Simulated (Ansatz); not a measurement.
Lu (hcp, Mg type)

```
Lu
1.0
    3.50442     0.00000     0.00000
   -1.75221     3.03492     0.00000
    0.00000     0.00000     5.45153
Lu
2
Direct
  0.33333   0.66667   0.75000
  0.66667   0.33333   0.25000
```

The relaxed cell is deformed in two ways at once: its volume V is scaled, and at that volume it is stretched along z (the c axis of the conventional cell) so that c/a changes. Fractional atomic positions are held.

Calculation: r2SCAN (plane waves to 500 eV, PAW, scalar-relativistic; Ansatz, an electronic-structure program). k mesh 15×15×9 (Γ-centred), Fermi-Dirac smearing 0.05 eV. Stress and pressure are positive under compression. With partly filled bands, the response to shear is sensitive to the k mesh, so small differences along c/a are uncertain. Lu is run without spin polarisation. Lu was relaxed with its symmetry unable to fall. The PAW data are Ansatz's earlier set.

At one point of the scan the stress tensor (GPa) is:

```
    0.4      0.0      0.0
    0.0      0.4      0.0
    0.0      0.0     -0.6
```

Which point is it?
A. V/V₀ = 1.040, (c/a)/(c/a)₀ = 1.027
B. V/V₀ = 1.000, (c/a)/(c/a)₀ = 1.013
C. V/V₀ = 1.013, (c/a)/(c/a)₀ = 1.027
D. V/V₀ = 0.960, (c/a)/(c/a)₀ = 1.040

B, V/V₀ = 1.000, (c/a)/(c/a)₀ = 1.013

(A scan under strain: stresses follow from slopes of the energy per volume, elastic moduli from its curvatures.)
